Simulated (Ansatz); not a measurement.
**Lu: levels with and without spin–orbit coupling**

```
CELL_PARAMETERS angstrom
3.51805 0.00000 0.00000
-1.75903 3.04672 0.00000
0.00000 0.00000 5.44608
ATOMIC_POSITIONS crystal
Lu 0.33333 0.66667 0.25000
Lu 0.66667 0.33333 0.75000
```

Atoms are numbered in the order listed.

The cell is the one relaxed in the Materials Project (mp-145), not relaxed further here; entries there can be hypothetical.

Methods: DFT, PBE, all-electron LAPW, scalar-relativistic (Ansatz 0.2.0); DFT, PBE, all-electron LAPW, Dirac equation with spin-orbit coupling (Ansatz 0.2.0).

Sampling and basis: a Γ-centred 12×12×7 k mesh, Fermi–Dirac smearing of 0.03 eV, basis error target 1 meV/atom, no spin polarisation.

Levels between -4 and 3 eV, each run counted from its own valence-band top where it has a gap, else its Fermi level. Scalar levels are listed once for both spins; with the coupling every spinor state is counted. Levels near the edges of the range can cross them.

Q: At Γ (0.000, 0.000, 0.000) the scalar-relativistic levels are -2.37, 0.72, 2.16 (×2), 2.68, 2.92 (×2). What are they with spin–orbit coupling?

A: -2.34 (×2), 0.68 (×2), 2.04 (×2), 2.32 (×2), 2.64 (×2), 2.75 (×2).

Q: At H (0.333, 0.333, 0.500) the scalar-relativistic levels are -0.60 (×2), -0.47 (×2), 0.35 (×2). What are they with spin–orbit coupling?

A: -0.61 (×2), -0.60 (×2), -0.56 (×2), -0.34 (×2), 0.19 (×2), 0.50 (×2).

Q: At A (0.000, 0.000, 0.500) the scalar-relativistic levels are 1.26 (×2), 2.05 (×4). What are they with spin–orbit coupling?

A: 1.26 (×4), 1.96 (×4), 2.18 (×4).
